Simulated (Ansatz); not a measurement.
BN:
```cif
data_BN
_chemical_formula_sum 'B1 N1'
_space_group_name_H-M_alt 'P 1'
_space_group_IT_number 1
_cell_length_a 2.55181
_cell_length_b 2.55181
_cell_length_c 2.55181
_cell_angle_alpha 60.000
_cell_angle_beta 60.000
_cell_angle_gamma 60.000
loop_
_space_group_symop_operation_xyz
  'x, y, z'
loop_
_atom_site_label
_atom_site_type_symbol
_atom_site_fract_x
_atom_site_fract_y
_atom_site_fract_z
_atom_site_occupancy
B1 B 0.00000 0.00000 0.00000 1
N1 N 0.25000 0.25000 0.25000 1
```

Relaxed with r²SCAN.

Problem. Which orbitals make up the states near the band edges in plane-wave PAW r²SCAN (Ansatz code)?

Solution. Top 1 eV of the valence band: N 2p 84 %, B 2p 14 %. Bottom 1 eV of the conduction band: B 2p 56 %, N 2s 31 %, outside the projected shells 10 %. Projections are on Löwdin-orthogonalised atomic valence shells; empty p or d shells of many metals are not among them.

Problem. Tabulate the density of states.

Solution. States/eV per cell of 2 atoms, in 0.25 eV bins, energy from the valence-band maximum.

```
E (eV)  total  N 2p  B 2p  N 2s
------  -----  ----  ----  ----
-7.85    0.31  0.19  0.06  0.03
-7.60    0.37  0.23  0.08  0.03
-7.35    0.47  0.29  0.11  0.03
-7.10    0.50  0.31  0.11  0.02
-6.85    0.51  0.32  0.12  0.02
-6.60    0.52  0.33  0.12  0.02
-6.35    0.54  0.34  0.13  0.02
-6.10    0.58  0.37  0.14  0.02
-5.85    0.61  0.39  0.16  0.02
-5.60    0.66  0.42  0.17  0.02
-5.35    0.72  0.46  0.19  0.02
-5.10    0.86  0.56  0.24  0.02
-4.85    0.88  0.58  0.24  0.02
-4.60    0.85  0.57  0.24  0.01
-4.35    0.84  0.57  0.23  0.01
-4.10    0.84  0.57  0.22  0.01
-3.85    0.82  0.57  0.22  0.01
-3.60    0.81  0.56  0.21  0.01
-3.35    0.81  0.57  0.20  0.01
-3.10    0.80  0.57  0.20  0.01
-2.85    0.79  0.57  0.19  0.01
-2.60    0.78  0.57  0.18  0.01
-2.35    0.76  0.57  0.17  0.01
-2.10    0.74  0.56  0.16  0.01
-1.85    0.56  0.43  0.11  0.00
-1.60    0.45  0.35  0.09  0.00
-1.35    0.38  0.30  0.07  0.00
-1.10    0.32  0.26  0.05  0.00
-0.85    0.26  0.22  0.04  0.00
-0.60    0.20  0.17  0.03  0.00
-0.35    0.15  0.13  0.02  0.00
-0.10    0.05  0.05  0.01  0.00
0.15     0.00  0.00  0.00  0.00
0.40     0.00  0.00  0.00  0.00
0.65     0.00  0.00  0.00  0.00
0.90     0.00  0.00  0.00  0.00
1.15     0.00  0.00  0.00  0.00
1.40     0.00  0.00  0.00  0.00
1.65     0.00  0.00  0.00  0.00
1.90     0.00  0.00  0.00  0.00
2.15     0.00  0.00  0.00  0.00
2.40     0.00  0.00  0.00  0.00
2.65     0.00  0.00  0.00  0.00
2.90     0.00  0.00  0.00  0.00
3.15     0.00  0.00  0.00  0.00
3.40     0.00  0.00  0.00  0.00
3.65     0.00  0.00  0.00  0.00
3.90     0.00  0.00  0.00  0.00
4.15     0.00  0.00  0.00  0.00
4.40     0.00  0.00  0.00  0.00
4.65     0.00  0.00  0.00  0.00
4.90     0.00  0.00  0.00  0.00
5.15     0.02  0.00  0.01  0.01
5.40     0.04  0.00  0.02  0.01
5.65     0.06  0.00  0.03  0.02
5.90     0.08  0.00  0.04  0.02
6.15     0.09  0.00  0.05  0.03
6.40     0.11  0.01  0.06  0.03
6.65     0.13  0.01  0.07  0.03
6.90     0.15  0.01  0.08  0.04
7.15     0.17  0.01  0.09  0.04
7.40     0.20  0.02  0.11  0.04
7.65     0.22  0.02  0.12  0.05
7.90     0.25  0.03  0.14  0.05
8.15     0.29  0.03  0.15  0.05
8.40     0.32  0.04  0.17  0.05
8.65     0.36  0.05  0.20  0.06
8.90     0.40  0.06  0.22  0.06
9.15     0.45  0.07  0.25  0.06
9.40     0.52  0.08  0.29  0.06
9.65     0.61  0.10  0.35  0.06
```

Space group F-43m (zinc blende). The cell was relaxed with r²SCAN under the symmetry of its start; phonons on a q-mesh show no instability.

Potentials: the earlier of the program's two PAW sets.
